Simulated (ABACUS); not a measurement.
Set-up for a self-consistent single point of TiTe₂ (P-3m1, 3 atoms in the cell; from Materials Project mp-1907, changed as shown).

```
TiTe2
1.0
    3.72827     0.00000     0.00000
   -1.86413     3.22878     0.00000
    0.00000     0.00000     6.54970
Ti Te
1 2
Direct
  0.00000   0.00000   0.00000
  0.66667   0.33333   0.74983
  0.33333   0.66667   0.25017
```

Method: PBE, PseudoDojo 0.5 standard norm-conserving PBE (tails mended) pseudopotentials (plane waves; ABACUS).

ABACUS settings:

- KPT: MP 6 6 2 0 0 0
- basis_type: pw
- dft_functional: PBE
- ecutwfc: 84 Ry
- smearing_method: fd
- smearing_sigma: 0.00734986 Ry
- potentials: PseudoDojo 0.5 standard norm-conserving PBE (tails mended)
- symmetry: 1
- symmetry_prec: 1e-05
- ks_solver: dav
- scf_nmax: 100
- scf_thr: 1.0e-09 Ry
- mixing_type: pulay
- mixing_beta: 0.4

Results:

- Number of valence electrons = 44
- Number of bands = 32
- Number of k-points after the program's reduction = 21
- Number of plane waves (most at a k-point) = 6931
- Number of SCF iterations = 11
- FFT grid = 45 × 45 × 75
- Free energy E − TS = -7319.8897 eV
- Fermi level (on the code's own zero) = 10.73 eV
- Pressure = 5.31 GPa
- Largest force (vector length) = 0.977 eV/Å

Forces (eV/Å):
```
atom     Fx     Fy      Fz
----  -----  -----  ------
Ti1   0.000  0.000   0.000
Te2   0.000  0.000  -0.977
Te3   0.000  0.000   0.977
```

Stress (GPa, positive for compression):
```
4.43  0.00  0.00
0.00  4.43  0.00
0.00  0.00  7.08
```

For comparison: a first run was changed to give this one (volume scaled by 0.98), and from it to this one the free energy rises by 15.2 meV/atom, the pressure goes from 3.77 to 5.31 GPa and the largest force goes from 0.761 to 0.977 eV/Å.

The structure comes from a collection of computed structures, made at another level of theory; the collection holds predicted forms beside known ones. Its lattice was then scaled. No clean gap shows at this smearing width and mesh (spacing up to 0.48 Å⁻¹); the mesh is coarse for partly filled bands, so the values carry mesh errors. Semi-local functionals can close small gaps.

Cost on one core: very roughly 2.7 core-minutes.

“Tails mended”: in these copies of the files the far tail of each local potential was reset to the Coulomb form.
